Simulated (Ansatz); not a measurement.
# EuCo2SiGe: Lu on a Si site

Computed with the plane-wave PAW code Ansatz (scalar-relativistic, PAW set soft_2): PBEsol, collinear spin, 420 eV cutoff, k-mesh 4×4×2 shifted by half a step.

The relaxed host crystal (no gap at this level of theory):

```yaml
crystal:
  lattice:
    - [-1.94834, 1.94834, 5.05187]
    - [1.94834, -1.94834, 5.05187]
    - [1.94834, 1.94834, -5.05187]
  atoms:
    - { symbol: Co, position: [0.75426, 0.25426, 0.50000] }
    - { symbol: Co, position: [0.25426, 0.75426, 0.50000] }
    - { symbol: Eu, position: [0.99871, 0.99871, 0.00000] }
    - { symbol: Ge, position: [0.62876, 0.62876, 0.00000] }
    - { symbol: Si, position: [0.36401, 0.36401, 0.00000] }
```

Supercell of 20 atoms, rows of the matrix [[-1,1,0],[1,1,2],[1,1,0]] times the cell vectors; Lu on a Si site at (0.364, 0.364, 0.000) in fractions of the cell above. Atoms are relaxed at the host's cell. The cell loses 1 of its 4 Si, so this is a heavily doped crystal.

Distances from the Lu atom (Å), by shell of the perfect crystal:

```
shell  perfect crystal  relaxed, charge 0
 4 Co             2.24               2.44
 1 Ge             2.67               2.80
```

| charge | moment of the cell (μB) | moment on Lu (μB) | 4f electrons on Lu | gap of the cell on the mesh (eV) |
| --- | --- | --- | --- | --- |
| 0 | 27.90 | 0.02 | 14.0 | 0.00 |

Formation energy of the neutral defect: 3.03 eV, taking atoms from and to the elements' standard states (no corrections for gases), so it belongs to those chemical potentials alone.

Caveats: 4f shell without a U, which puts 4f levels too near the Fermi level; open f or d shells may hold a state above the lowest; small supercell, so energies and levels can be off by tenths of an eV; the atoms kept the symmetry of the start, so a distorted state could lie lower.
